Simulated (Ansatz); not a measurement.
CdTe:
```xyz
4
Lattice="4.3935 0.0000 0.0000 0.0000 4.3935 0.0000 0.0000 0.0000 7.9056" Properties=species:S:1:pos:R:3 pbc="T T T"
Cd     0.0000     2.1967     0.0000
Cd     2.1967     0.0000     3.9528
Te     0.0000     0.0000     1.9764
Te     0.0000     0.0000     5.9292
```

Relaxed with PBE. Special points in fractions of this cell's reciprocal vectors: Γ (0.000, 0.000, 0.000); X (0.000, 0.500, 0.000); M (0.500, 0.500, 0.000); Z (0.000, 0.000, 0.500); R (0.000, 0.500, 0.500); A (0.500, 0.500, 0.500).

**Question.** List the band energies nearest the Fermi level at these points for DFT-PBE in the program Ansatz with PAW potentials.

**Answer.** In eV from the Fermi level; about four levels below and three above (degenerate sets whole), none deeper than 8.9 eV; points with the same levels are listed once.

```
k                          below                above
-  -----------------------------  -------------------
Γ        -1.12 -0.91 -0.36 -0.36  2.12 3.16 3.83 3.83
X        -1.41 -0.40 -0.36 -0.21       1.00 3.59 4.46
M  -4.24 -4.24 -3.79 -2.69 -2.69  0.36 0.49 1.14 1.14
Z        -1.49 -1.49 -0.90 -0.90  1.16 1.16 3.56 3.56
R        -3.10 -2.81 -1.30 -0.39       1.35 1.64 2.17
A        -2.88 -2.88 -2.09 -2.09  1.11 1.11 1.91 1.91
```

Space group P4_2/mmc. The cell is a constructed one: a structure type filled with these elements; neither database checked (COD, Materials Project) lists it. It is not the phase usual at ambient conditions (space group No. 216). The cell was relaxed with PBE under the symmetry of its start; its stability against distortions is not shown here. Scalar-relativistic: spin–orbit coupling is off unless named, which matters more the heavier the elements.

Potentials: the later of the program's two PAW sets.
